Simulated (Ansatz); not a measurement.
Cu₂O (cuprite type, space group Pn-3m)

```xyz
6
Lattice="4.2221 0.0000 0.0000 0.0000 4.2221 0.0000 0.0000 0.0000 4.2221" Properties=species:S:1:pos:R:3 pbc="T T T"
Cu     3.1666     3.1666     3.1666
Cu     3.1666     1.0555     1.0555
Cu     1.0555     3.1666     1.0555
Cu     1.0555     1.0555     3.1666
O      0.0000     0.0000     0.0000
O      2.1110     2.1110     2.1110
```

E(V) scan at fixed shape, V₀ the volume above. Symmetry pins the atoms to their sites.

All values below come from PBEsol (plane waves to 420 eV, PAW, scalar-relativistic; Ansatz, a first-principles code). k mesh 8×8×8 (Γ-centred), Fermi-Dirac smearing 0.05 eV. Compression counts positive. Cu2O is run without spin polarisation. Cu2O was relaxed with its symmetry unable to fall. The PAW data are Ansatz's earlier set.

At one point of the scan the stress tensor (GPa) is:

```
   2.04     0.00     0.00
   0.00     2.04     0.00
   0.00     0.00     2.04
```

Question: Which point is it?
A. V/V₀ = 0.985
B. V/V₀ = 0.970
C. V/V₀ = 0.940
D. V/V₀ = 0.955

Answer: A, V/V₀ = 0.985

(Under strain, the slope of the energy per volume gives the stress and its curvature an elastic modulus.)
